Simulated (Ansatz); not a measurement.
**NiMoIrPdW and the effect of the pressure**

The cell as given:

```
Ni Mo Pd Ir W
1.0
     2.76078    0.00000    0.00000
    -1.38039    2.39090    0.00000
     0.00000    0.00000   11.34051
Ni Mo Pd Ir W
1 1 1 1 1
Direct
  0.00000 0.00000 0.70917
  0.66667 0.33333 0.29425
  0.66667 0.33333 0.89901
  0.00000 0.00000 0.10604
  0.66667 0.33333 0.52921
```

The cell comes from a database or a generator and needn't be the stable form of this composition.

Kept alike: task relaxation of cell and atoms; functional PBE; k mesh 8 × 8 × 2; occupations fermi-dirac, width 0.05 eV; collinear spin, ferromagnetic start. Program: Ansatz, Ansatz PAW, cutoff 420 eV. The mesh is that of the run's cell of 5 atoms. No spin-orbit coupling.

| run | volume (Å³/atom) | first edge of the run's cell (Å) | third edge of the run's cell (Å) |
| --- | --- | --- | --- |
| A | 14.357 | 2.727 | 11.149 |
| B | 14.815 | 2.754 | 11.275 |
| C | 13.881 | 2.697 | 11.018 |
| D | 14.634 | 2.744 | 11.225 |

The relaxations keep at least the cell's symmetry (P3m1). For a metal such a mesh leaves the last digits unconverged. The runs follow the start's structure, whether or not it is the stable one at these pressures. The moments vanished: the runs ended non-magnetic.

Problem. The runs differ in the pressure alone: 2; 5; 10; 20 GPa. Which run is which?

Solution. Run A is 10 GPa; run B is 2 GPa; run C is 20 GPa; run D is 5 GPa. The volume falls from 14.815 to 13.881 Å³/atom between 2 and 20 GPa. The volume falls ever more slowly, since the solid stiffens under load. The first edge of the run's cell falls from 2.754 to 2.697 Å between 2 and 20 GPa. The third edge of the run's cell falls from 11.275 to 11.018 Å between 2 and 20 GPa.
